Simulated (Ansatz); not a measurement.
**Work and stress of cleavage in Si2W3**

These are results of DFT PBEsol, scalar-relativistic, plane waves, PAW in Ansatz, not measurements. Cutoff 420 eV, Γ-centred 6×12×3 k-points, Gaussian smearing of 0.15 eV. Spin–orbit coupling is left out, which can shift energies with elements as heavy as these. No spin polarisation. Energies are free energies at this smearing, counted from the undisturbed cell; pressure is positive in compression.

Reference structure (relaxed at this level; it needn't be the usual structure):

```yaml
crystal:
  lattice:
    - [0.00000, -6.58244, 0.00000]
    - [0.00000, 0.00000, -3.27491]
    - [13.16488, 0.00000, 0.00000]
  atoms:
    - { symbol: Si, position: [0.36592, 0.00000, 0.94204] }
    - { symbol: Si, position: [0.36592, 0.00000, 0.44204] }
    - { symbol: Si, position: [0.63408, 0.00000, 0.30796] }
    - { symbol: Si, position: [0.63408, 0.00000, 0.80796] }
    - { symbol: Si, position: [0.13408, 0.00000, 0.19204] }
    - { symbol: Si, position: [0.13408, 0.00000, 0.69204] }
    - { symbol: Si, position: [0.86592, 0.00000, 0.05796] }
    - { symbol: Si, position: [0.86592, 0.00000, 0.55796] }
    - { symbol: W, position: [0.50000, 0.00000, 0.12500] }
    - { symbol: W, position: [0.50000, 0.00000, 0.62500] }
    - { symbol: W, position: [0.00000, 0.00000, 0.37500] }
    - { symbol: W, position: [0.00000, 0.00000, 0.87500] }
    - { symbol: W, position: [0.84014, 0.50000, 0.20493] }
    - { symbol: W, position: [0.84014, 0.50000, 0.70493] }
    - { symbol: W, position: [0.15986, 0.50000, 0.04507] }
    - { symbol: W, position: [0.15986, 0.50000, 0.54507] }
    - { symbol: W, position: [0.65986, 0.50000, 0.95493] }
    - { symbol: W, position: [0.65986, 0.50000, 0.45493] }
    - { symbol: W, position: [0.34014, 0.50000, 0.29507] }
    - { symbol: W, position: [0.34014, 0.50000, 0.79507] }
```

The cut lies on the cell's a–b face, a (1 0 0) plane (indices in the standard cell, whose axes needn't be the Cartesian ones shown) of area 21.56 Å², between layers 1.19 Å apart. Vector c is lengthened by d along the normal with the atoms' Cartesian places fixed: one unrelaxed cut a cell. The traction is positive where the two halves pull on each other.

| d (Å) | energy (J/m²) | traction (GPa) |
| --- | --- | --- |
| -0.30 | 0.88 | -69.7 |
| 0.00 | 0.00 | 0.2 |
| 0.25 | 0.35 | 24.2 |
| 0.50 | 1.09 | 33.0 |
| 1.00 | 2.78 | 32.3 |
| 1.50 | 4.17 | 22.9 |
| 2.00 | 5.05 | 12.9 |
| 3.00 | 5.75 | 3.1 |
| 6.00 | 5.94 | 0.0 |

What are the work of separation and the cleavage stress, and do they fit the universal binding curve?

The energy levels off near W ≈ 5.94 J/m² (the traction is down to 0.0 GPa), the energy of the two unrelaxed faces, 2.97 J/m² each on average. The largest sampled traction is 33.0 GPa at d = 0.50 Å, and a parabola through it and its two neighbours peaks at σ_max ≈ 35.7 GPa, d ≈ 0.74 Å. The curve E = W[1 − (1 + d/ℓ)exp(−d/ℓ)] peaks in traction at d = ℓ with σ_max = W/(eℓ); with 1 J/m² per Å = 10 GPa this W and σ_max give ℓ = 0.61 Å. A parabola through that curve at the same three d peaks at 0.68 Å, against 0.74 Å here, a fair fit. Real crystals break at far lower stress, because cracks concentrate it, and on the plane of lowest W, which needn't be this one.

The cut is rigid; relaxing the faces lowers these energies and usually the stresses.

In a metal these slopes depend on the k mesh and the smearing.

Cost: 9 runs of about 21 core-minutes in all, on Intel Xeon Platinum 8375C (Ice Lake) (shared hosts).